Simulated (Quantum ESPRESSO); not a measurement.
# Solid-state NMR card for BeTe

```
BeTe
1.0
    0.00000     2.83146     2.83146
    2.83146     0.00000     2.83146
    2.83146     2.83146     0.00000
Be Te
1 1
Cartesian
  0.00000   0.00000   0.00000
  4.24719   4.24719   4.24719
```
The geometry is a computed Materials Project entry, not a measured one. It is BeTe in F-43m; whether this form has been observed was not checked. Stability against distortions was not tested.

Shieldings are absolute and leave out the bulk-susceptibility term; a larger σ means a smaller chemical shift. By our sweeps, such settings leave a few ppm in absolute σ on light atoms and up to some 20 ppm from Zn on. Spin–orbit coupling is left out; its weight grows with the heaviest atom, Te here. No d partial waves on Te: the paramagnetic term there is incompletely reconstructed.

Q: What do the calculations give at each independent site (shieldings by PBE GIPAW on JTH datasets (Quantum ESPRESSO, modified build), 20 Ha, k-mesh 6×6×6 shifted, f-sum rule met within 0.012 %)?

A: 
```tsv
site	site symmetry	σ_iso (ppm)
Be (atom 1)	-43m	86
Te (atom 2)	-43m	3756
```
